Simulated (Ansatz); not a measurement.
Input and command of a plane-wave DFT calculation in Ansatz:

```yaml
crystal:
  lattice:
    - [-2.0000686112, 2.0000686112, 5.1236788559]
    - [2.0000686112, -2.0000686112, 5.1236788559]
    - [2.0000686112, 2.0000686112, -5.1236788559]
  atoms:
    - { symbol: Sn, position: [0.75, 0.25, 0.5] }
    - { symbol: Sn, position: [0.0, 0.0, 0.0] }
    - { symbol: O, position: [0.79652259, 0.79652259, 0.0] }
    - { symbol: O, position: [0.95347741, 0.45347741, 0.5] }
    - { symbol: O, position: [0.20347741, 0.20347741, 0.0] }
    - { symbol: O, position: [0.54652259, 0.04652259, 0.5] }
basis:
  ecutwfc: 500
kpoints:
  mp_grid: { grid: [6, 6, 6] }
hamiltonian:
  xc: r2scan
scf:
  occupations: { method: gaussian, width: 0.1 }
output:
  forces: true
  stress: true
  eigenvalues: true
```

```bash
ansatz run input.yaml --threads 1 --pin off --max-ram 2560MiB --backend cpu --events-out ev --progress --plain --runs-dir out
```

Processor: Intel(R) Xeon(R) 6975P-C (Granite Rapids), 1 thread, on a host shared with other jobs.

Task: Estimate time, memory and problem size.

Result: About 5.3 s on 1 thread of Intel(R) Xeon(R) 6975P-C (Granite Rapids) (shared host), peak memory 0.6 GiB. It solves 32 bands at 30 k points (the mesh reduced by the symmetry that the task leaves, which can be less than the crystal's) with about 2099 plane waves, in 7 SCF iterations.
